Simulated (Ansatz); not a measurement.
Mn3RhN (anti-perovskite, Pm-3m) under volume change, PBEsol (plane waves, PAW; program Ansatz), scaled uniformly.

```json
[
 {"V (Å³/atom)": "9.261", "E − E(relaxed) (meV/atom)": "97.6", "P (GPa)": "37.25"},
 {"V (Å³/atom)": "9.566", "E − E(relaxed) (meV/atom)": "40.8", "P (GPa)": "22.71"},
 {"V (Å³/atom)": "9.871", "E − E(relaxed) (meV/atom)": "9.6", "P (GPa)": "10.41"},
 {"V (Å³/atom)": "10.177", "E − E(relaxed) (meV/atom)": "0.0", "P (GPa)": "0.00"},
 {"V (Å³/atom)": "10.482", "E − E(relaxed) (meV/atom)": "8.6", "P (GPa)": "-8.80"},
 {"V (Å³/atom)": "10.787", "E − E(relaxed) (meV/atom)": "32.7", "P (GPa)": "-16.25"},
 {"V (Å³/atom)": "11.093", "E − E(relaxed) (meV/atom)": "69.8", "P (GPa)": "-22.53"}
]
```

Task: What does a third-order Birch–Murnaghan fit give for V₀, B₀ and B′?

Result: V₀ = 10.18 Å³/atom, B₀ = 318 GPa, B′ = 4.6.

The workflow started from an entry of the Crystallography Open Database (COD). Its standing as an ambient phase is unchecked. Symmetry was held in the PBEsol relaxation; its stability against distortions is not shown here. The workflow began spin-polarised and lost its moments. The volume moved by -17 % from the start of the relaxation. The volume fell by over 15 % from the filed cell, which may lack light atoms or belong to other conditions.

Potentials: the later of the program's two PAW sets.
